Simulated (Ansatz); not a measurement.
Ru:
```xyz
2
Lattice="2.6749 0.0000 0.0000 -1.3374 2.3165 0.0000 0.0000 0.0000 4.2259" Properties=species:S:1:pos:R:3 pbc="T T T"
Ru     0.0000     1.5443     1.0565
Ru     1.3374     0.7722     3.1694
```

This is the LDA-relaxed structure. Cartesian axes are those of the cell as given.

Question: All from the program Ansatz at the LDA level (PAW), unless another level is named. Give the Young's modulus.

Answer: 560 GPa.

Question: What about the highest zone-centre frequency?

Answer: 33.4 meV.

Question: Give the elastic constants (relaxed ions, GPa).

Answer: C11 = 659, C12 = 217, C13 = 202, C33 = 740, C44 = 214.

Space group P6_3/mmc (hcp (Mg type)). The cell was relaxed with LDA under the symmetry of its start. The run is not spin-polarised. As this level gives no gap, shear constants depend on the k-mesh and smearing (Fermi–Dirac, 0.1 eV here).

Potentials: the earlier of the program's two PAW sets. The files were generated under PBE; for other functionals the program regenerates the frozen cores, and for LDA and PBEsol the local potential too.
